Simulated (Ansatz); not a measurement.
Geometry optimisation in Ansatz: input, command and trajectory.

```yaml
crystal:
  lattice:
    - [-3.7164893593, 3.7164893593, 2.8954345509]
    - [3.7164893593, -3.7164893593, 2.8954345509]
    - [3.7164893593, 3.7164893593, -2.8954345509]
  atoms:
    - { symbol: Cd, position: [0.0, 0.3333333333, 0.3333333333] }
    - { symbol: Cd, position: [0.0, 0.6666666667, 0.6666666667] }
    - { symbol: Cd, position: [0.3333333333, 0.0, 0.3333333333] }
    - { symbol: Cd, position: [0.6666666667, 0.0, 0.6666666667] }
    - { symbol: S, position: [0.6666666667, 0.6666666667, 0.0] }
    - { symbol: S, position: [0.3333333333, 0.3333333333, 0.0] }
basis:
  ecutwfc: 420
kpoints:
  mp_grid: { grid: [4, 4, 4] }
hamiltonian:
  xc: pbe
scf:
  occupations: { method: gaussian, width: 0.1 }
  lower_state_search: "off"
output:
  forces: true
  stress: true
  eigenvalues: true
relax:
  adjacent_minimum: "off"
  f_tol: 0.04
  max_steps: 70
  cell: { stress_tol: 0.4 }
```

```bash
ansatz run input.yaml --threads 1 --pin off --max-ram 2560MiB --backend cpu --events-out ev --progress --plain --runs-dir out
```

Computed with Ansatz, DFT PBE, scalar-relativistic, plane waves, PAW.

Of 16 frames 10 are shown, positions in Å and forces in eV/Å; the SCF threshold varies from step to step. Steps run on the plane waves of an earlier cell, with a Pulay correction in the pressure. The basis is chosen afresh for the last frame, the zero of the energies, and at times for earlier ones too; energy and pressure step there, also at an unchanged geometry. Here that happened at step 12 (-8 meV/atom, 0.5 GPa); the frames before carry an error of that size. The mark taken_back stands on steps that the optimiser undid. The end is built of layers, and without a dispersion correction their distances are poorly fixed.

```xyz
6
Lattice="-3.7165 3.7165 2.8954 3.7165 -3.7165 2.8954 3.7165 3.7165 -2.8954" Properties=species:S:1:pos:R:3:forces:R:3 pbc="T T T" step=1 free_energy_over_end_meV_per_atom=319.82 pressure_GPa=3.45
Cd    2.4777    0.0000    0.0000   -2.4946    0.0000    0.0000
Cd    4.9553    0.0000    0.0000    2.4946    0.0000    0.0000
Cd    0.0000    2.4777    0.0000    0.0000   -2.4946    0.0000
Cd    0.0000    4.9553    0.0000    0.0000    2.4946    0.0000
S     0.0000    0.0000    3.8606    0.0000    0.0000    2.8117
S     0.0000    0.0000    1.9303    0.0000    0.0000   -2.8117
6
Lattice="-3.6346 3.6346 2.9644 3.6346 -3.6346 2.9644 3.6346 3.6346 -2.9644" Properties=species:S:1:pos:R:3:forces:R:3 pbc="T T T" step=3 free_energy_over_end_meV_per_atom=143.77 pressure_GPa=0.13
Cd    2.2226    0.0000    0.0000    0.1063    0.0000    0.0000
Cd    5.0465    0.0000    0.0000   -0.1063    0.0000    0.0000
Cd    0.0000    2.2226    0.0000    0.0000    0.1063    0.0000
Cd    0.0000    5.0465    0.0000    0.0000   -0.1063    0.0000
S     0.0000    0.0000    4.0212    0.0000    0.0000    0.5750
S     0.0000    0.0000    1.9077    0.0000    0.0000   -0.5750
6
Lattice="-3.5479 3.5479 3.1058 3.5479 -3.5479 3.1058 3.5479 3.5479 -3.1058" Properties=species:S:1:pos:R:3:forces:R:3 pbc="T T T" step=4 free_energy_over_end_meV_per_atom=133.96 pressure_GPa=-0.25
Cd    2.1510    0.0000    0.0000    0.1820    0.0000    0.0000
Cd    4.9447    0.0000    0.0000   -0.1820    0.0000    0.0000
Cd    0.0000    2.1510    0.0000    0.0000    0.1820    0.0000
Cd    0.0000    4.9447    0.0000    0.0000   -0.1820    0.0000
S     0.0000    0.0000    4.2087    0.0000    0.0000    0.3384
S     0.0000    0.0000    2.0028    0.0000    0.0000   -0.3384
6
Lattice="-3.4768 3.4768 3.1638 3.4768 -3.4768 3.1638 3.4768 3.4768 -3.1638" Properties=species:S:1:pos:R:3:forces:R:3 pbc="T T T" step=6 free_energy_over_end_meV_per_atom=85.08 pressure_GPa=0.63
Cd    2.1742    0.0000    0.0000   -0.6682    0.0000    0.0000
Cd    4.7795    0.0000    0.0000    0.6682    0.0000    0.0000
Cd    0.0000    2.1742    0.0000    0.0000   -0.6682    0.0000
Cd    0.0000    4.7795    0.0000    0.0000    0.6682    0.0000
S     0.0000    0.0000    4.5560    0.0000    0.0000    0.8806
S     0.0000    0.0000    1.7717    0.0000    0.0000   -0.8806
6
Lattice="-3.3838 3.3838 3.3862 3.3838 -3.3838 3.3862 3.3838 3.3838 -3.3862" Properties=species:S:1:pos:R:3:forces:R:3 pbc="T T T" step=8 free_energy_over_end_meV_per_atom=35.47 pressure_GPa=1.94
Cd    2.0436    0.0000    0.0000    0.6743    0.0000    0.0000
Cd    4.7241    0.0000    0.0000   -0.6743    0.0000    0.0000
Cd    0.0000    2.0436    0.0000    0.0000    0.6743    0.0000
Cd    0.0000    4.7241    0.0000    0.0000   -0.6743    0.0000
S     0.0000    0.0000    5.0161    0.0000    0.0000    0.0764
S     0.0000    0.0000    1.7564    0.0000    0.0000   -0.0764
6
Lattice="-3.4975 3.4975 3.4454 3.4975 -3.4975 3.4454 3.4975 3.4975 -3.4454" Properties=species:S:1:pos:R:3:forces:R:3 pbc="T T T" step=9 free_energy_over_end_meV_per_atom=87.47 pressure_GPa=-2.48 taken_back
Cd    2.2109    0.0000    0.0000   -1.2455    0.0000    0.0000
Cd    4.7841    0.0000    0.0000    1.2455    0.0000    0.0000
Cd    0.0000    2.2109    0.0000    0.0000   -1.2455    0.0000
Cd    0.0000    4.7841    0.0000    0.0000    1.2455    0.0000
S     0.0000    0.0000    5.0195    0.0000    0.0000    1.2978
S     0.0000    0.0000    1.8712    0.0000    0.0000   -1.2978
6
Lattice="-3.4370 3.4370 3.4710 3.4370 -3.4370 3.4710 3.4370 3.4370 -3.4710" Properties=species:S:1:pos:R:3:forces:R:3 pbc="T T T" step=11 free_energy_over_end_meV_per_atom=17.83 pressure_GPa=-0.02
Cd    2.1158    0.0000    0.0000   -0.0241    0.0000    0.0000
Cd    4.7582    0.0000    0.0000    0.0241    0.0000    0.0000
Cd    0.0000    2.1158    0.0000    0.0000   -0.0241    0.0000
Cd    0.0000    4.7582    0.0000    0.0000    0.0241    0.0000
S     0.0000    0.0000    5.2237    0.0000    0.0000    0.0126
S     0.0000    0.0000    1.7182    0.0000    0.0000   -0.0126
6
Lattice="-3.4326 3.4326 3.5489 3.4326 -3.4326 3.5489 3.4326 3.4326 -3.5489" Properties=species:S:1:pos:R:3:forces:R:3 pbc="T T T" step=13 free_energy_over_end_meV_per_atom=5.35 pressure_GPa=0.39
Cd    2.1103    0.0000    0.0000    0.0023    0.0000    0.0000
Cd    4.7548    0.0000    0.0000   -0.0023    0.0000    0.0000
Cd    0.0000    2.1103    0.0000    0.0000    0.0023    0.0000
Cd    0.0000    4.7548    0.0000    0.0000   -0.0023    0.0000
S     0.0000    0.0000    5.3750    0.0000    0.0000   -0.0037
S     0.0000    0.0000    1.7227    0.0000    0.0000    0.0037
6
Lattice="-3.4238 3.4238 3.6899 3.4238 -3.4238 3.6899 3.4238 3.4238 -3.6899" Properties=species:S:1:pos:R:3:forces:R:3 pbc="T T T" step=14 free_energy_over_end_meV_per_atom=0.93 pressure_GPa=0.22
Cd    2.1023    0.0000    0.0000    0.0237    0.0000    0.0000
Cd    4.7454    0.0000    0.0000   -0.0237    0.0000    0.0000
Cd    0.0000    2.1023    0.0000    0.0000    0.0237    0.0000
Cd    0.0000    4.7454    0.0000    0.0000   -0.0237    0.0000
S     0.0000    0.0000    5.6484    0.0000    0.0000    0.0156
S     0.0000    0.0000    1.7315    0.0000    0.0000   -0.0156
6
Lattice="-3.4274 3.4274 3.7499 3.4274 -3.4274 3.7499 3.4274 3.4274 -3.7499" Properties=species:S:1:pos:R:3:forces:R:3 pbc="T T T" step=16 free_energy_over_end_meV_per_atom=0.00 pressure_GPa=0.10
Cd    2.1062    0.0000    0.0000   -0.0016    0.0000    0.0000
Cd    4.7486    0.0000    0.0000    0.0016    0.0000    0.0000
Cd    0.0000    2.1062    0.0000    0.0000   -0.0016    0.0000
Cd    0.0000    4.7486    0.0000    0.0000    0.0016    0.0000
S     0.0000    0.0000    5.7735    0.0000    0.0000   -0.0136
S     0.0000    0.0000    1.7264    0.0000    0.0000    0.0136
```

The start is a random arrangement. At the end the space group is I4/mmm (tolerance 0.05 Å).

Time: 110 s on 1 thread of Arm Neoverse V1, with other jobs on the host, peak memory 0.46 GiB.

The k mesh is coarse.